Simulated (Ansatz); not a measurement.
Rb2CuBiCl6:
```xyz
10
Lattice="0.0000 5.0603 5.0603 5.0603 0.0000 5.0603 5.0603 5.0603 0.0000" Properties=species:S:1:pos:R:3 pbc="T T T"
Rb     7.5904     7.5904     7.5904
Rb     2.5301     2.5301     2.5301
Cu     5.0603     5.0603     5.0603
Bi     0.0000     0.0000     0.0000
Cl     2.6729     5.0603     5.0603
Cl     7.4476     5.0603     5.0603
Cl     5.0603     2.6729     5.0603
Cl     5.0603     7.4476     5.0603
Cl     5.0603     5.0603     2.6729
Cl     5.0603     5.0603     7.4476
```

This is the LDA-relaxed structure.

Task: All from plane-wave PAW LDA (Ansatz code), unless another level is named. Give the highest zone-centre frequency (without LO–TO term).

Result: 303 cm⁻¹.

Task: Predict the Young's modulus.

Result: 34.1 GPa.

Space group Fm-3m. The first step of the workflow began from a Materials Project structure, measured or hypothetical; the Crystallography Open Database copy checked does not list it. Whether it is the stable phase at ambient conditions was not checked. Symmetry was held in the LDA relaxation; phonons on a q-mesh show weakly imaginary modes. No spin polarisation was allowed. Spin–orbit coupling is left out wherever it is not named.

Potentials: the later of the program's two PAW sets.
